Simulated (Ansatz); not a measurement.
Data:

As:
```
As
1.0
    0.00000     2.11004     2.11004
    2.11004     0.00000     2.11004
    2.11004     2.11004     0.00000
As
1
Cartesian
  0.00000   0.00000   0.00000
```

This is the r²SCAN+D4-relaxed structure.

### Question
All from r²SCAN+D4 (plane waves, PAW; program Ansatz), unless another level is named. Give the bulk modulus (Birch–Murnaghan fit).

### Answer
87.7 GPa.

### Question
What about the elastic constants (relaxed ions, GPa)?

### Answer
C11 = 45.7, C12 = 106, C44 = -13.6.

Space group Fm-3m (fcc (Cu type)). A made-up cell: these elements were put on the sites of a structure type; neither database checked (COD, Materials Project) lists it. It is not the phase usual at ambient conditions (space group No. 166). Symmetry was held in the r²SCAN+D4 relaxation. At this level the phase is mechanically unstable. As this level gives no gap, shear constants depend on the k-mesh and smearing (Fermi–Dirac, 0.1 eV here).

Potentials: the later of the program's two PAW sets.
